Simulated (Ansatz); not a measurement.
Input, command and steps of an Ansatz relaxation.

```yaml
crystal:
  lattice:
    - [4.2522404789, 0.0, 0.0]
    - [0.670056336, 4.3386082213, 0.0]
    - [0.5668391329, 1.1052715734, 3.3118524673]
  atoms:
    - { symbol: B, position: [0.8710146656, 0.748771097, 0.4075615158] }
    - { symbol: B, position: [0.0987943022, 0.673896855, 0.8108280594] }
    - { symbol: B, position: [0.5495021522, 0.2355344591, 0.9315531183] }
    - { symbol: P, position: [0.1337704155, 0.4006981064, 0.0681914293] }
    - { symbol: P, position: [0.9980701009, 0.1309334677, 0.7299363531] }
basis:
  ecutwfc: 420
kpoints:
  mp_grid: { grid: [4, 4, 6] }
hamiltonian:
  xc: pbe
scf:
  occupations: { method: gaussian, width: 0.1 }
  lower_state_search: "off"
output:
  forces: true
  stress: true
  eigenvalues: true
relax:
  adjacent_minimum: "off"
  f_tol: 0.04
  max_steps: 70
  cell: { stress_tol: 0.4 }
```

```bash
ansatz run input.yaml --threads 1 --pin off --max-ram 2560MiB --backend cpu --events-out ev --progress --plain --runs-dir out
```

Level of theory: DFT PBE, scalar-relativistic, plane waves, PAW (Ansatz).

Of 24 frames 10 are shown, positions in Å and forces in eV/Å; the SCF threshold varies from step to step. Steps run on the plane waves of an earlier cell, with a Pulay correction in the pressure. The basis is chosen afresh for the last frame, the zero of the energies, and at times for earlier ones too; energy and pressure step there, also at an unchanged geometry. Here that happened at step 20 (-8 meV/atom, 0.6 GPa); the frames before carry an error of that size.

```xyz
5
Lattice="4.2522 0.0000 0.0000 0.6701 4.3386 0.0000 0.5668 1.1053 3.3119" Properties=species:S:1:pos:R:3:forces:R:3 pbc="T T T" step=1 free_energy_over_end_meV_per_atom=2772.79 pressure_GPa=55.33
B     4.4365    3.6991    1.3498   -0.1271    0.6987   -0.1616
B     1.3313    3.8200    2.6853   -6.2397   37.2827  -33.6565
B     3.0225    2.0515    3.0852    1.9260   -1.5352    0.0509
P     0.8760    1.8138    0.2258    6.3217  -34.8480   33.3071
P     4.7455    1.3748    2.4174   -1.8810   -1.5981    0.4601
5
Lattice="4.3697 0.1552 -0.0853 0.8469 4.7929 -0.1647 0.5564 1.1200 3.1098" Properties=species:S:1:pos:R:3:forces:R:3 pbc="T T T" step=4 free_energy_over_end_meV_per_atom=263.14 pressure_GPa=2.83
B     4.5112    4.4073    0.8206   -0.9101    1.0839   -1.0193
B     1.1864    4.3697    2.2777   -1.5226    0.3635   -0.6520
B     3.3315    1.9783    3.0667   -0.8456   -0.9108    2.3016
P     1.2131    1.8917    0.1733    1.6989   -1.7316    0.2657
P     4.8375    1.5619    2.2429    1.5795    1.1949   -0.8959
5
Lattice="4.6371 0.3629 -0.1806 1.1010 4.8457 -0.2750 0.5718 1.0800 2.9292" Properties=species:S:1:pos:R:3:forces:R:3 pbc="T T T" step=6 free_energy_over_end_meV_per_atom=95.05 pressure_GPa=6.34
B     4.9163    4.7253    0.5429    0.5295   -1.0862    0.9445
B     1.2070    4.4324    2.1306   -0.2062   -0.3965    0.2180
B     3.6271    1.9673    2.8567   -2.1097    1.3928    0.1083
P     1.4391    1.8518    0.0513    0.2969   -0.6347   -0.2554
P     5.2010    1.7805    1.9729    1.4895    0.7245   -1.0154
5
Lattice="4.6625 0.1816 -0.2081 0.9200 4.8970 -0.2506 0.5067 1.0982 2.8596" Properties=species:S:1:pos:R:3:forces:R:3 pbc="T T T" step=9 free_energy_over_end_meV_per_atom=34.10 pressure_GPa=-0.02
B     4.7401    4.5458    0.5462   -0.1376   -0.1520    0.0308
B     1.0103    4.4733    2.2009   -0.0085    0.0801   -0.0130
B     3.5833    2.0235    2.9394    0.2971   -0.1456    0.1691
P     1.4573    1.7741   -0.0813   -0.5833    0.0804    0.0915
P     5.0783    1.6261    1.7243    0.4323    0.1372   -0.2783
5
Lattice="4.5579 0.1022 -0.3927 0.8224 4.9278 -0.2821 0.3283 1.0968 2.8652" Properties=species:S:1:pos:R:3:forces:R:3 pbc="T T T" step=11 free_energy_over_end_meV_per_atom=22.57 pressure_GPa=-0.79
B     4.5019    4.4409    0.3293   -0.0348    0.1929   -0.1152
B     0.8066    4.5120    2.2079   -0.0665   -0.0835    0.0383
B     3.3573    2.0028    2.8849    0.1212    0.0387    0.0755
P     1.3828    1.7782   -0.0941    0.3118    0.0689    0.1252
P     4.8039    1.5612    1.4600   -0.3316   -0.2167   -0.1239
5
Lattice="4.5520 0.1256 -0.4311 0.8454 4.9487 -0.3294 0.3037 1.0728 2.8346" Properties=species:S:1:pos:R:3:forces:R:3 pbc="T T T" step=14 free_energy_over_end_meV_per_atom=11.76 pressure_GPa=-1.14
B     4.4945    4.4900    0.2276    0.0927   -0.0916    0.0430
B     0.7749    4.4505    2.1693   -0.0220    0.2874   -0.0601
B     3.4134    2.0847    2.8527   -0.0427    0.1033    0.1421
P     1.4127    1.7844   -0.1291    0.1025   -0.1490    0.1071
P     4.7192    1.5230    1.3721   -0.1305   -0.1502   -0.2320
5
Lattice="4.5216 0.1322 -0.4506 0.8474 4.9512 -0.3438 0.2862 1.0654 2.8302" Properties=species:S:1:pos:R:3:forces:R:3 pbc="T T T" step=16 free_energy_over_end_meV_per_atom=8.41 pressure_GPa=-0.14
B     4.4758    4.4943    0.2056    0.0158    0.0271    0.0383
B     0.7738    4.4599    2.1653   -0.0020   -0.0417   -0.0243
B     3.3826    2.0927    2.8460   -0.0058   -0.0404    0.0165
P     1.4010    1.7757   -0.1365    0.0181    0.0472    0.0064
P     4.6536    1.5110    1.3159   -0.0263    0.0077   -0.0368
5
Lattice="4.5178 0.1347 -0.4446 0.8494 4.9477 -0.3426 0.2909 1.0650 2.8303" Properties=species:S:1:pos:R:3:forces:R:3 pbc="T T T" step=19 free_energy_over_end_meV_per_atom=8.26 pressure_GPa=0.08
B     4.4776    4.4929    0.2186    0.0085    0.0119    0.0023
B     0.7811    4.4568    2.1670   -0.0039    0.0284   -0.0101
B     3.3829    2.0886    2.8512    0.0200   -0.0088    0.0051
P     1.4031    1.7786   -0.1374   -0.0099   -0.0149    0.0081
P     4.6503    1.5144    1.3155   -0.0147   -0.0166   -0.0054
5
Lattice="4.5298 0.1465 -0.4523 0.8633 4.9691 -0.3490 0.2896 1.0676 2.8280" Properties=species:S:1:pos:R:3:forces:R:3 pbc="T T T" step=21 free_energy_over_end_meV_per_atom=0.20 pressure_GPa=0.20
B     4.5042    4.5258    0.2037    0.0085    0.0207   -0.0054
B     0.7941    4.4749    2.1613   -0.0275    0.0055   -0.0012
B     3.3914    2.1048    2.8414    0.0197   -0.0318    0.0123
P     1.4061    1.7842   -0.1386   -0.0065    0.0048   -0.0039
P     4.6575    1.5275    1.3061    0.0059    0.0008   -0.0018
5
Lattice="4.5293 0.1612 -0.4568 0.8781 4.9893 -0.3558 0.2899 1.0694 2.8316" Properties=species:S:1:pos:R:3:forces:R:3 pbc="T T T" step=24 free_energy_over_end_meV_per_atom=0.00 pressure_GPa=-0.03
B     4.5205    4.5609    0.1940   -0.0035   -0.0081    0.0026
B     0.7996    4.4896    2.1612    0.0057    0.0007    0.0021
B     3.3975    2.1210    2.8404    0.0029    0.0025   -0.0023
P     1.4077    1.7920   -0.1409   -0.0088   -0.0021   -0.0012
P     4.6603    1.5423    1.3029    0.0036    0.0070   -0.0012
```

The start is a random arrangement. At the end the space group is P1 (tolerance 0.05 Å).

It took 2.7 min on 1 thread of Arm Neoverse V1, with other jobs on the host, peak memory 0.36 GiB.

The k mesh is coarse.